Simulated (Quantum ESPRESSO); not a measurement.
# Band energies of Ag2S

```xyz
9
Lattice="4.4355 0.0000 0.0000 -0.3922 4.6033 0.0000 -1.3982 -1.7915 9.5386" Properties=species:S:1:pos:R:3 pbc="T T T"
S      0.1409    -0.1678     6.2707
S      2.0367     1.9078     3.0113
S      3.9901     4.3898     0.0410
Ag    -0.4069     1.6750     7.7825
Ag     2.2132    -0.8628     7.4639
Ag     3.6440     2.0144     0.9291
Ag     1.8209    -0.8066     4.5003
Ag    -0.3486     1.2764     4.2552
Ag     1.5744     3.9952     1.5147
```

norm-conserving PBEsol (Quantum ESPRESSO, 82 Ry, scalar-relativistic); path XΓY,LΓZ,NΓM,RΓ; energies in eV from the valence-band maximum.

```csv
k (1/Å),point,band 62,band 63,band 64,band 65,band 66,band 67,band 68,band 69
0.00,X,-0.97,-0.94,-0.59,-0.37,-0.24,1.57,2.01,2.32
0.23,,-1.19,-0.75,-0.66,-0.43,-0.22,1.57,1.96,2.48
0.46,,-1.16,-0.84,-0.60,-0.54,-0.12,0.86,2.29,2.52
0.69,Γ,-1.05,-0.76,-0.62,-0.46,-0.27,0.57,2.01,2.21
0.87,,-1.18,-0.96,-0.80,-0.43,-0.15,0.71,2.13,2.28
1.23,,-1.17,-0.91,-0.77,-0.44,-0.32,1.42,1.87,2.40
1.41,Y,-1.15,-0.87,-0.67,-0.46,-0.38,1.26,2.05,2.36
1.41,L,-1.83,-1.58,-1.43,-1.36,-0.93,1.83,2.80,2.95
1.60,,-1.59,-1.49,-1.22,-1.13,-0.85,2.00,2.53,2.69
1.79,,-1.52,-1.17,-0.93,-0.84,-0.52,2.03,2.53,2.74
2.17,,-1.13,-0.86,-0.69,-0.56,-0.07,0.77,2.31,2.46
2.36,Γ,-1.05,-0.76,-0.62,-0.46,-0.27,0.57,2.01,2.21
2.54,,-1.18,-0.86,-0.83,-0.53,-0.20,0.81,2.12,2.27
2.73,,-1.16,-1.02,-0.90,-0.56,-0.25,1.33,2.02,2.41
2.91,,-1.16,-0.91,-0.77,-0.51,-0.29,1.50,1.86,2.45
3.10,Z,-1.22,-0.81,-0.73,-0.43,-0.22,1.21,2.13,2.29
3.10,N,-1.72,-1.68,-1.51,-1.28,-1.17,2.14,2.25,2.54
3.31,,-1.69,-1.58,-1.43,-1.02,-0.81,2.19,2.35,2.63
3.51,,-1.54,-1.27,-1.19,-0.77,-0.58,2.10,2.69,2.78
3.72,,-1.32,-1.11,-0.89,-0.74,-0.50,1.53,2.69,3.18
3.92,,-1.10,-0.97,-0.84,-0.52,-0.34,0.87,2.28,2.48
4.13,Γ,-1.05,-0.76,-0.62,-0.46,-0.27,0.57,2.01,2.21
4.29,,-1.12,-0.84,-0.67,-0.37,-0.21,0.81,1.89,1.98
4.46,M,-1.23,-0.86,-0.68,-0.30,-0.18,1.21,1.54,1.83
4.46,R,-1.37,-0.59,-0.57,-0.39,-0.09,1.16,2.37,2.44
4.64,,-1.25,-0.72,-0.64,-0.43,-0.17,1.43,1.98,2.73
4.81,,-1.05,-0.87,-0.83,-0.49,-0.22,1.29,2.06,2.78
5.17,Γ,-1.05,-0.76,-0.62,-0.46,-0.27,0.57,2.01,2.21
```

The PBEsol gap is 0.57 eV; at least one edge lies off the plotted path, at a point of the SCF mesh. The smallest direct gap is 0.84 eV.

Spin-orbit splittings are left out.

Geometry of the Materials Project entry, not relaxed at this level.

The structure is a Materials Project entry; no match was found in the copy of COD used, and its stability was not checked.
